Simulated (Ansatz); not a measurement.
SiO₂ (P3_121), relaxed with r²SCAN (Ansatz, a program for electronic structure, plane waves, PAW): a = b = 4.920 Å, c = 5.416 Å, α = β = 90.00°, γ = 120.00°.

```
Property  Value
--------  -----
gap (eV)   6.60
```

**Question.** The same phase is relaxed and computed with HSE06 in the same code. What are the cell and these values now?

**Answer.** a = 4.982 Å, b = 4.982 Å, c = 5.467 Å, α = 90.00°, β = 90.00°, γ = 120.00°.

* **gap (eV)**: 7.69

All cells were relaxed under the symmetry of their starts (and spin orders); stability against distortions was not tested throughout.

Potentials: the later of the program's two PAW sets.

Ansatz is a plane-wave DFT program.
